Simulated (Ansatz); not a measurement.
# LaN, first-principles data

LaN:
```yaml
crystal:
  lattice:
    - [10.63266, 0.00000, 0.00000]
    - [0.00000, 3.75956, 0.00000]
    - [0.00000, 0.00000, 3.75696]
  atoms:
    - { symbol: La, position: [0.12370, 0.25000, 0.26061] }
    - { symbol: La, position: [0.37630, 0.75000, 0.76061] }
    - { symbol: La, position: [0.87630, 0.75000, 0.73939] }
    - { symbol: La, position: [0.62370, 0.25000, 0.23939] }
    - { symbol: N, position: [0.88001, 0.25000, 0.27457] }
    - { symbol: N, position: [0.61999, 0.75000, 0.77457] }
    - { symbol: N, position: [0.11999, 0.75000, 0.72543] }
    - { symbol: N, position: [0.38001, 0.25000, 0.22543] }
```

Space group Pnma (No. 62); conventional cell a = 10.633 Å, b = 3.760 Å, c = 3.757 Å, α = β = γ = 90.00°.

Method: the program Ansatz at the PBE level (PAW). Structure relaxed to zero pressure with the same functional. Other levels are named where they apply.

**Cell and energy**

```json
{
 "volume_per_atom": "18.77 Å³",
 "density": "6.76 g/cm³",
 "Formation energy from the elements (no fitted shifts)": "-1.26 eV/atom"
}
```

**Electronic structure**

```json
{
 "band_gap": "0.24 eV (indirect)",
 "valence_band_maximum": "at Γ",
 "conduction_band_minimum": "at T (k = 0.000, 0.500, 0.500 in fractions of the reciprocal vectors)",
 "smallest_direct_gap_on_the_standard_path": "0.36 eV",
 "hole_effective_mass": "0.30, 2.1, 2.1 mₑ (principal values)"
}
```

**Mechanics**

```json
{
  "Bulk modulus (Birch–Murnaghan fit)": "106 GPa",
  "Pressure derivative B′": "7.9"
}
```

The start of the workflow was typed in or built on a structure type; neither database checked (COD, Materials Project) lists it. COD files the formula under space group No. 225. Its standing as an ambient phase is unchecked. The cell was relaxed with PBE under the symmetry of its start; whether a distortion lowers the energy is not shown. The references are the lowest solids computed at this level, not always the standard phases (solids in place of the gases). Scalar-relativistic: spin–orbit coupling is off unless named, which matters more the heavier the elements.

Potentials: the earlier of the program's two PAW sets.
